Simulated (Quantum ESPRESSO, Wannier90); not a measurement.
## Wannier functions of NaCNO (R3m)

```
CELL_PARAMETERS angstrom
     -1.83629     3.18056     0.00000
     -3.67259     0.00000     0.00000
     -1.83629     1.06019     5.06487
ATOMIC_POSITIONS crystal
  Na 0.50524 0.50524 0.48428
  C  0.00079 0.00079 0.99764
  N  0.92220 0.92220 0.23339
  O  0.08178 0.08178 0.75467
```

Cell from Materials Project (mp-546500), symmetrised, no further relaxation. COD (Crystallography Open Database) has an entry of this formula and space group (matched by these alone). Method: PBEsol plane waves in Quantum ESPRESSO 7.5 (PseudoDojo norm-conserving files, 71 Ry, no spin polarisation, no spin-orbit coupling), Bloch states on a 8×8×8 mesh through Γ, Wannier90 4.0.1. Density: 10×10×10 mesh, cold smearing 0.01 Ry.

Functional, cutoff and mesh named above are those of the base row (8×8×8); the first column says what each row takes instead. Model: 8 functions from bands 5-12, start SCDM (isolated) (the valence bands). Energies are relative to the valence-band maximum; the misfit is to pw.x on a path, for all bands of the set. Only the mesh of Bloch states changes. Ω_total can sit in another minimum from row to row; Ω_I of an isolated set cannot. A star marks runs that hit the step limit.

| mesh | Ω_I (Å²) | Ω_total (Å²) | rms misfit (meV) | k-points (cost) | rough cost of nscf and overlaps (first row = 1) |
|---|---|---|---|---|---|
| 3×3×3 | 5.27 | 6.12 | 7.4 | 27 | 1.0 |
| 4×4×4 | 5.45 | 6.32 | 0.5 | 64 | 1.8 |
| 5×5×5 | 5.55 | 6.41* | 0.4 | 125 | 3 |
| 7×7×7 | ___ | 6.50* | 0.1 | 343 | 8 |
| 8×8×8 | 5.65 | 6.54* | 0.1 | 512 | 11 |
| 10×10×10 | 5.67 | 6.58* | 0.1 | 1000 | 20 |

Problem. What belongs in the gaps?

Solution. 
- 7×7×7, Ω_I (Å²): 5.63
